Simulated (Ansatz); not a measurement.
Data:

TiO2:
```
TiO2
1.0
    5.55318     0.00000     0.00000
   -2.77659     4.80920     0.00000
    0.00000     0.00000     6.04977
Ti O
3 6
Direct
  0.53485   0.53485   0.00000
  0.46515   0.00000   0.33333
  0.00000   0.46515   0.66667
  0.41852   0.27344   0.21506
  0.72656   0.14508   0.54840
  0.85492   0.58148   0.88173
  0.27344   0.41852   0.78494
  0.14508   0.72656   0.45160
  0.58148   0.85492   0.11827
```

This is the r²SCAN-relaxed structure. Tensor components refer to the Cartesian frame of this cell.

All from r²SCAN in the plane-wave PAW code Ansatz, unless another level is named. Estimate the Young's modulus.

21.4 GPa.

And the elastic constants (relaxed ions, GPa)?

C11 = 25.5, C12 = 2.2, C13 = -4.2, C14 = -8.2, C33 = 28.0, C44 = 13.1.

Next, the piezoelectric stress constants (proper, relaxed ions, C/m²)?

e14 = 0.06, e25 = -0.06.

Space group P3_121. The first step of the workflow began from a Materials Project structure, measured or hypothetical; the Crystallography Open Database files this formula in space group No. 152, but the cells were not matched. It is not the phase usual at ambient conditions (space group No. 61, 136, 141). The cell was relaxed with r²SCAN under the symmetry of its start. At this level the phase is dynamically unstable (imaginary phonons). No spin polarisation was allowed.

Potentials: the earlier of the program's two PAW sets.
